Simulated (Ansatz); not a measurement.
An Ansatz (a first-principles code) run. Input:

Ansatz 0.2 input:
```yaml
crystal:
  lattice:
    - [0.0, 2.9988143404, 2.9988143404]
    - [2.9988143404, 0.0, 2.9988143404]
    - [2.9988143404, 2.9988143404, 0.0]
  atoms:
    - { symbol: Cd, position: [0.0, 0.0, 0.0] }
    - { symbol: Te, position: [0.5, 0.5, 0.5] }
kpoints:
  mp_grid: { grid: [9, 9, 9] }
  band_path:
    path:
      - [[0.0, 0.0, 0.0], [0.5, 0.0, 0.5], [0.625, 0.25, 0.625]]  # Γ-X-U
      - [[0.375, 0.375, 0.75], [0.0, 0.0, 0.0], [0.5, 0.5, 0.5], [0.5, 0.25, 0.75], [0.5, 0.0, 0.5]]  # K-Γ-L-W-X
    npoints: 12
basis: { xc_grid: 2 }
hamiltonian:
  xc: pbesol
  pseudopotentials: { azcp: { folder: ./paw }, kind: paw_fr }
magnetization: { noncollinear: true, spin_orbit: true }
scf:
  n_extra_bands: 12
  convergence: { dr2_threshold: 0.0000000001 }
  occupations: { method: gaussian, width: 0.05 }
output: { eigenvalues: true }
```

Output (shortened):

```
Pseudopotential: Cd, paw, valence charge 20
Pseudopotential: Te, paw, valence charge 16
Functional definition: PBEsol
non-collinear run that drives no moment, with spin-orbit …
Crystal: 2 atoms, lattice volume = 53.936 Å³
Basis set: ecut = 420 eV, 1067 PW (Γ), exchange–correlation on 60×60×60 points (8 copies of the dense FFT grid, shifted against one another)
Bands: 48, of which v1, the nominal top of the filled ones, is band 36 counted from 1 (35 counted from 0)
Symmetry: 48 space group operations + 48 with time reversal
k-points: 35 of 729
Projection manifold: j_resolved (fully-relativistic pseudo-atomic orbitals)
SCF iter   1: F=—  HF=-15091.595707 eV  |F-HF|=—  |Δ(HF+E_count)|=         —  Δρ=1.97e-2  dr2=1.44e-1  dr2_m=0.00e0 (ungated)  ethr=3.10e-3  |M|=0.00e0 ∫|m|=0.00e0 μB  |m|>n=0.0e0 m-floor=0.0e0 τ_xc=0.0e0  β_m=0.30  ⟨swp⟩=9.1  Hψ=4458  notcnv=0  defer=60
preconditioner: auto → Kerker (q_TF=auto, 2.551 Å⁻¹)
spin=Noncollinear: Kerker preconditioning applied to the charge; magnetization (m_x, m_y, m_z) channels mix plain (no charge-response kernel on spin).
SCF iter   2: F=—  HF=-15091.568581 eV  |F-HF|=—  |Δ(HF+E_count)|=   2.71e-2  Δρ=1.35e-2  dr2=6.93e-2  dr2_m=0.00e0 (ungated)  ethr=3.99e-4  |M|=0.00e0 ∫|m|=0.00e0 μB  |m|>n=0.0e0 m-floor=0.0e0 τ_xc=0.0e0  β_m=0.57  ⟨swp⟩=2.1  Hψ=1119  notcnv=0  defer=168
SCF iter   3: F=—  HF=-15091.558174 eV  |F-HF|=—  |Δ(HF+E_count)|=   1.04e-2  Δρ=3.71e-3  dr2=6.15e-3  dr2_m=0.00e0 (ungated)  ethr=1.93e-4  |M|=0.00e0 ∫|m|=0.00e0 μB  |m|>n=0.0e0 m-floor=0.0e0 τ_xc=0.0e0  β_m=0.73  ⟨swp⟩=2.5  Hψ=1398  notcnv=0  defer=168
SCF iter   4: F=—  HF=-15091.557728 eV  |F-HF|=—  |Δ(HF+E_count)|=   4.47e-4  Δρ=9.73e-4  dr2=6.12e-4  dr2_m=0.00e0 (ungated)  ethr=1.71e-5  |M|=0.00e0 ∫|m|=0.00e0 μB  |m|>n=0.0e0 m-floor=0.0e0 τ_xc=0.0e0  β_m=0.87  ⟨swp⟩=1.2  Hψ=832  notcnv=0  defer=168
SCF iter   5: F=—  HF=-15091.557663 eV  |F-HF|=—  |Δ(HF+E_count)|=   6.46e-5  Δρ=2.36e-4  dr2=2.70e-5  dr2_m=0.00e0 (ungated)  ethr=1.70e-6  |M|=0.00e0 ∫|m|=0.00e0 μB  |m|>n=0.0e0 m-floor=0.0e0 τ_xc=0.0e0  β_m=0.89  ⟨swp⟩=2.6  Hψ=1266  notcnv=0  defer=168
SCF iter   6: F=—  HF=-15091.557653 eV  |F-HF|=—  |Δ(HF+E_count)|=   1.04e-5  Δρ=4.54e-5  dr2=1.08e-6  dr2_m=0.00e0 (ungated)  ethr=7.51e-8  |M|=0.00e0 ∫|m|=0.00e0 μB  |m|>n=0.0e0 m-floor=0.0e0 τ_xc=0.0e0  β_m=0.92  ⟨swp⟩=2.0  Hψ=1391  notcnv=0  defer=168
SCF iter   7: F=—  HF=-15091.557656 eV  |F-HF|=—  |Δ(HF+E_count)|=   3.33e-6  Δρ=1.12e-5  dr2=4.46e-8  dr2_m=0.00e0 (ungated)  ethr=3.00e-9  |M|=0.00e0 ∫|m|=0.00e0 μB  |m|>n=0.0e0 m-floor=0.0e0 τ_xc=0.0e0  β_m=0.96  ⟨swp⟩=2.0  Hψ=1030  notcnv=0  defer=168
SCF iter   8: F=—  HF=-15091.557656 eV  |F-HF|=—  |Δ(HF+E_count)|=   3.20e-8  Δρ=2.97e-6  dr2=5.56e-9  dr2_m=0.00e0 (ungated)  ethr=1.24e-10  |M|=0.00e0 ∫|m|=0.00e0 μB  |m|>n=0.0e0 m-floor=0.0e0 τ_xc=0.0e0  β_m=0.98  ⟨swp⟩=2.1  Hψ=1360  notcnv=0  defer=168
SCF iter  10: F=-15091.557656 eV  HF=-15091.557656 eV  |F-HF|=1.46e-11  |Δ(HF+E_count)|=  2.91e-11  Δρ=1.46e-7  dr2=1.36e-11  dr2_m=0.00e0 (ungated)  ethr=1.00e-12  |M|=0.00e0 ∫|m|=0.00e0 μB  |m|>n=0.0e0 m-floor=0.0e0 τ_xc=0.0e0  ⟨swp⟩=12.2  Hψ=3440  notcnv=0
SCF 1 converged in 10 iterations: F = -15091.557656 eV  dr2 = 1.36e-11
NSCF: frozen V_eff on 74 k-points
SCF converged after 10 iterations
Magnetization: |M| = 0.0000 μB,  M = (+0.0000, +0.0000, +0.0000) μB
Absolute magnetization: 0.0000 μB (∫|m|)
  site 0: m = (+0.0000, +0.0000, +0.0000) μB, |m| = 0.0000 μB  (R = 1.24 Å)
  site 1: m = (+0.0000, +0.0000, +0.0000) μB, |m| = 0.0000 μB  (R = 1.24 Å)
Free energy (F): -15091.557656 eV
Harris-Foulkes:  -15091.557656 eV  (|F-HF|=1.46e-11)
Internal energy: -15091.555837 eV  (E = F + TS)
E sigma→0 (E₀):  -15091.556746 eV
Entropy (-TS):   -0.001819 eV (-0.910 meV/atom)
Fermi energy:    10.829691 eV
--- Per-component energies (eV) ---
  E_band       = -679.028597
  E_kinetic    = 612.810921
  E_local      = -4855.307252  (includes V_loc(G=0)·N_el)
  E_nonlocal   = 192.502498
  E_hartree    = 2311.545088
  E_xc         = -276.929381
  E_vxc        = -297.523200  (∫ρ·V_xc dr)
  E_paw        = -8629.134160  (= ΣΔE_a)
  E_vpaw       = -954.602232  (= ΣTr[D̂ρ^β])
  E_aug_tail   = 0.000402  (compensation charges beyond the density's cutoff)
  E_ewald      = -4447.766665
  E_core_change = 0.722711  (= ΣΔE_core)
  E_smearing   = -0.001819  (= −TS)
  E_closure    =  0.000000  (closes the sum)
  Σ components = -15091.557656   (vs F -15091.557656, Δ=0.00e0)
  [band-id]    e_kinetic+e_local+e_nonlocal+2·e_hartree+e_vxc+e_vpaw+e_augmentation_tail = -679.028687   (vs E_band -679.028597, Δ=-8.98e-5)
--- Band table (eV; the first three rows and the last of 35) ---
  k-point 0: bands = ["-91.4402", "-91.4402", "-56.5975", "-56.5975", "-50.7483", "-50.7483", "-50.7483", "-50.7483", "-26.3149", "-26.3149", "-26.3149", "-26.3149", "-24.8490", "-24.8490", "-24.8490", "-24.8490", "-24.8449", "-24.8449", "-1.1752", "-1.1752", …
  k-point 1: bands = ["-91.4402", "-91.4402", "-56.5975", "-56.5975", "-50.7483", "-50.7483", "-50.7483", "-50.7483", "-26.3149", "-26.3149", "-26.3148", "-26.3148", "-24.8490", "-24.8490", "-24.8488", "-24.8488", "-24.8447", "-24.8447", "-1.0674", "-1.0674", …
  k-point 2: bands = ["-91.4401", "-91.4401", "-56.5975", "-56.5975", "-50.7484", "-50.7484", "-50.7483", "-50.7483", "-26.3148", "-26.3148", "-26.3144", "-26.3144", "-24.8489", "-24.8489", "-24.8483", "-24.8483", "-24.8444", "-24.8444", "-0.7652", "-0.7652", …
  k-point 34: bands = ["-91.4401", "-91.4401", "-56.5976", "-56.5976", "-50.7486", "-50.7486", "-50.7485", "-50.7485", "-26.3142", "-26.3142", "-26.3139", "-26.3139", "-24.8484", "-24.8484", "-24.8479", "-24.8479", "-24.8433", "-24.8433", "-0.0773", …
```

Cost: around 30 core-seconds (rough) on shared cores.

Space group Fm-3m (rock salt). This is a known high-pressure phase of the composition, computed here at zero pressure and temperature. The cell was relaxed with PBEsol under the symmetry of its start; its stability against distortions is not shown here.

Potentials: the earlier of the program's two PAW sets. The files were generated under PBE; for other functionals the program regenerates the frozen cores, and for LDA and PBEsol the local potential too.

Ansatz is a plane-wave DFT program.
